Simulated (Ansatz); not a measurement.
Computed properties of Zr2C

Zr2C:
```cif
data_C2Zr4
_chemical_formula_sum 'Zr4 C2'
_space_group_name_H-M_alt 'P 1'
_space_group_IT_number 1
_cell_length_a 3.63419
_cell_length_b 3.63419
_cell_length_c 6.98004
_cell_angle_alpha 90.000
_cell_angle_beta 90.000
_cell_angle_gamma 90.000
loop_
_space_group_symop_operation_xyz
  'x, y, z'
loop_
_atom_site_label
_atom_site_type_symbol
_atom_site_fract_x
_atom_site_fract_y
_atom_site_fract_z
_atom_site_occupancy
Zr1 Zr 0.00000 0.00000 0.00000 1
Zr2 Zr 0.50000 0.50000 0.00000 1
Zr3 Zr 0.50000 0.00000 0.36978 1
Zr4 Zr 0.00000 0.50000 0.63022 1
C1 C 0.50000 0.00000 0.72851 1
C2 C 0.00000 0.50000 0.27149 1
```

Space group P4/nmm (No. 129); conventional cell a = b = 3.6342 Å, c = 6.9800 Å, α = β = γ = 90.00°.

Method: DFT-r²SCAN in the program Ansatz with PAW potentials. The cell and atoms are relaxed at this level. Other levels are named where they apply.

Cell and energy:

```
Quantity                                                        Value
-----------------------------------------------------  --------------
Volume per atom                                              15.36 Å³
Density                                                    7.01 g/cm³
Formation energy from the elements (no fitted shifts)  -0.002 eV/atom
```

Electronic structure:

```
Item                                                                        Result
------------------------------------  --------------------------------------------
Electronic character                                             metallic (no gap)
Density of states at the Fermi level  0.37 states/eV per atom (mean over ±0.08 eV)
Gap with spin–orbit coupling                                       none (metallic)
```

Mechanics:

```
Quantity                              Value
----------------------------------  -------
Bulk modulus (Birch–Murnaghan fit)  162 GPa
Pressure derivative B′                  4.1
```

Charges:

```
Property                              Value
-------------  ----------------------------
Bader charges  Zr +0.65 to +1.35, C -2.01 e
```

The cell is a constructed one: a structure type filled with these elements; neither database checked (COD, Materials Project) lists it. Whether it is the stable phase at ambient conditions was not checked. The r²SCAN relaxation kept the symmetry of its start; whether a distortion lowers the energy is not shown. The run is not spin-polarised. The references are the lowest solids computed at this level, not always the standard phases. Scalar-relativistic: spin–orbit coupling is off unless named, which matters more the heavier the elements.

Potentials: the earlier of the program's two PAW sets.
